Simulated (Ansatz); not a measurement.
# Na$_{2}$BrCl: energy along a strain

Na$_{2}$BrCl, R-3m, a = 3.978 Å, c = 19.495 Å. The structure is a Materials Project entry; whether it is the stable form wasn't checked. Ansatz: LDA, PAW, 420 eV, Γ-centred 9×9×9 mesh on 4 atoms, Gaussian smearing 0.05 eV; no spin polarisation. Cell vectors (Å): 1.989 1.148 6.498; -1.989 1.148 6.498; 0.000 -2.297 6.498. The cell is strained by x per cent times the pattern (0 0 1 0 0 0) in the order xx yy zz yz xz xy (engineering shears), with fractional coordinates held. y is the free energy over the start, V0 = 22.261 Å³/atom.

| x (%) | y (meV/atom) |
| --- | --- |
| -4.00 | ? |
| -3.00 | 2.86 |
| -2.00 | 1.26 |
| -1.00 | 0.31 |
| 0.00 | 0.00 |
| 1.00 | 0.30 |
| 2.00 | 1.20 |
| 3.00 | 2.67 |
| 3.50 | 3.62 |
| 4.00 | 4.70 |

Task: Fit y = c2 x² + c3 x³ to the other rows, get the stiffness along the pattern, and predict the missing energy.

Result: Least squares on the rows shown. y = 0.3074 x² − 0.003445 x³. The clamped-ion stiffness p·C·p = 2 × 3.074 eV × 160.2 / 22.261 Å³ = 44 GPa, which is C33 in these axes. At x = -4.00 the fit asked for gives 5.14 meV/atom. The run gave 5.14 meV/atom, the same to the digits shown.